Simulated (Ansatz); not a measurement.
LiTaO₃:
```cif
data_Li2O6Ta2
_chemical_formula_sum 'Li2 Ta2 O6'
_space_group_name_H-M_alt 'P 1'
_space_group_IT_number 1
_cell_length_a 5.46634
_cell_length_b 5.46634
_cell_length_c 5.46634
_cell_angle_alpha 56.084
_cell_angle_beta 56.084
_cell_angle_gamma 56.084
loop_
_space_group_symop_operation_xyz
  'x, y, z'
loop_
_atom_site_label
_atom_site_type_symbol
_atom_site_fract_x
_atom_site_fract_y
_atom_site_fract_z
_atom_site_occupancy
Li1 Li 0.71708 0.71708 0.71708 1
Li2 Li 0.21708 0.21708 0.21708 1
Ta1 Ta 0.00021 0.00021 0.00021 1
Ta2 Ta 0.50021 0.50021 0.50021 1
O1 O 0.63488 0.88231 0.27442 1
O2 O 0.88231 0.27442 0.63488 1
O3 O 0.27442 0.63488 0.88231 1
O4 O 0.13488 0.77442 0.38231 1
O5 O 0.38231 0.13488 0.77442 1
O6 O 0.77442 0.38231 0.13488 1
```

Relaxed with PBEsol.

Problem. Decompose the optical modes at the zone centre into irreducible representations, and say which are infrared and Raman allowed.

Solution. Point group 3m: Γ_opt = 4A1 + 5A2 + 9E. Infrared: A1, E. Raman: A1, E.

Problem. Assign frequencies (DFPT, DFT-PBEsol in the program Ansatz with PAW potentials; without the LO–TO term).

Solution. E 138, A2 175, E 192, A1 204, E 246, A1 256, A2 279, E 309, E 357, A1 359, E 370, A2 380, A2 441, E 448, E 576, A1 583, E 661, A2 903 cm⁻¹.

Space group R3c. The PBEsol relaxation kept the symmetry of its start. The run is not spin-polarised. Scalar-relativistic: spin–orbit coupling is off unless named, which matters more the heavier the elements.

Potentials: the later of the program's two PAW sets.
